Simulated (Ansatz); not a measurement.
Cu Kα1 powder pattern (kinematic, no thermal factors).
| 2θ (°) | relative intensity |
| --- | --- |
| 18.70 | 4 |
| 19.62 | 19 |
| 22.57 | 4 |
| 30.08 | 69 |
| 32.13 | 100 |
| 33.79 | 56 |
| 37.43 | 1 |
| 37.93 | 14 |
| 39.85 | 4 |
| 46.07 | 36 |
| 46.28 | 16 |
| 47.32 | 43 |
| 50.53 | 6 |
| 52.08 | 8 |
| 56.01 | 23 |
| 58.34 | 11 |
| 61.49 | 7 |
| 62.52 | 4 |
| 67.20 | 11 |
| 67.36 | 11 |
| 68.18 | 14 |
| 70.77 | 2 |
| 71.08 | 19 |
| 75.35 | 5 |
| 76.45 | 16 |
| 77.38 | 10 |
| 79.85 | 3 |
| 80.15 | 14 |
| 81.07 | 2 |
| 85.49 | 3 |
| 89.88 | 3 |

The pattern is computed from a structure relaxed with DFT PBE, scalar-relativistic, plane waves, PAW (Ansatz). No spin polarisation. Its elements are Ga, Sb.

Question: Give the structure.

Answer: GaSb₄.
Space group I4/mmm (No. 139). a = 5.568 Å, b = 5.568 Å, c = 9.041 Å, α = 90.00°, β = 90.00°, γ = 90.00°
| atom | site | symmetry | x | y | z |
| --- | --- | --- | --- | --- | --- |
| Ga | 2a | 4/mmm | 0.0000 | 0.0000 | 0.0000 |
| Sb | 4e | 4mm | 0.0000 | 0.0000 | 0.3292 |
| Sb | 4c | mmm. | 0.0000 | 0.5000 | 0.0000 |

A pattern alone doesn't exclude other cells with like lines; this is the one computed.

Another cell of GaSb4 relaxed alike, in P4/mmm, lies 53 meV/atom lower, so this cell isn't the stable form at this level.

The cell was found from a structure generator's guess, not taken from experiment.
